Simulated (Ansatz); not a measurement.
Consider the following.

CdTe (zinc blende)

```
CELL_PARAMETERS angstrom
      0.00000     3.30902     3.30902
      3.30902     0.00000     3.30902
      3.30902     3.30902     0.00000
ATOMIC_POSITIONS crystal
  Te 0.75000 0.75000 0.75000
  Cd 0.00000 0.00000 0.00000
```

In each cell atom 2 (Cd, nearest neighbour Te at 2.866 Å; its periodic images, 4.7 Å or more away, move with it) moves by s·(0.000, 0.000, 1.000) (along Cartesian z), the rest being held.

Level of theory: PBE (plane waves to 420 eV, PAW, scalar-relativistic; Ansatz, an electronic-structure program). k mesh 7×7×7 (Γ-centred), Fermi-Dirac smearing 0.05 eV. The energy includes the smearing's −TS. CdTe was relaxed with its symmetry unable to fall. Spin-orbit coupling is left out, though Te is heavy. ΔE is measured from the undisplaced structure.

The scan covers s from -0.860 to 0.860 Å in 11 points.

Question: Is this a single well or a double well?

Answer: A single well with its minimum at or next to zero displacement.

Question: Is the energy the same for equal positive and negative displacements?

Answer: Even: the same for both signs. With its periodic images moving along, the atom's site symmetry in this cell is -43m.

Question: What force acts on the atom along the line at s = -0.860 Å?

Answer: 2.37 eV/Å.

Question: What is the energy change at s = 0.860 Å?

Answer: 1192 meV/cell.

Question: What is the force constant k = d²E/ds² of this move at s = 0?

Answer: 3.72 eV/Å².

(A displaced cell: forces are minus the slopes of the energy, force constants its curvatures, and phonons follow from these.)
